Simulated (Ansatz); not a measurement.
MgCd₃ (space group P6_3/mmc)

Space group P6₃/mmc (No. 194); a = b = 6.2646 Å, c = 4.9438 Å, α = β = 90.00°, γ = 120.00°

| atom | site | symmetry | x | y | z |
|---|---|---|---|---|---|
| Mg | 2c | -6m2 | 0.3333 | 0.6667 | 0.2500 |
| Cd | 6h | mm2 | 0.3342 | 0.1671 | 0.2500 |

E(V) scan at fixed shape, V₀ the volume above. The atoms relax within the cell's symmetry.

These are r2SCAN (plane waves to 500 eV, PAW, scalar-relativistic; Ansatz, a program for electronic structure) values and carry that method's errors. k mesh 9×9×10 (Γ-centred), Fermi-Dirac smearing 0.05 eV. E stands for the smeared free energy. Compression counts positive. MgCd3 was relaxed with its symmetry unable to fall. ΔE is measured from the relaxed starting cell.

```json
[
 {"V (Å³/atom)": "17.643", "P (GPa)": "?", "ΔE (meV/atom)": "130"},
 {"V (Å³/atom)": "18.483", "P (GPa)": "9.6", "ΔE (meV/atom)": "?"},
 {"V (Å³/atom)": "19.323", "P (GPa)": "5.6", "ΔE (meV/atom)": "27"},
 {"V (Å³/atom)": "20.163", "P (GPa)": "2.5", "ΔE (meV/atom)": "6"},
 {"V (Å³/atom)": "21.003", "P (GPa)": "0.0", "ΔE (meV/atom)": "0"},
 {"V (Å³/atom)": "21.843", "P (GPa)": "-1.9", "ΔE (meV/atom)": "5"},
 {"V (Å³/atom)": "22.684", "P (GPa)": "-3.4", "ΔE (meV/atom)": "?"},
 {"V (Å³/atom)": "23.524", "P (GPa)": "-4.6", "ΔE (meV/atom)": "40"},
 {"V (Å³/atom)": "24.364", "P (GPa)": "-5.4", "ΔE (meV/atom)": "?"}
]
```

Question: What belongs in the gaps?

Answer: 
- 17.643, P (GPa): 14.8
- 18.483, ΔE (meV/atom): 67
- 22.684, ΔE (meV/atom): 19
- 24.364, ΔE (meV/atom): 67

(Under strain, the slope of the energy per volume gives the stress and its curvature an elastic modulus.)
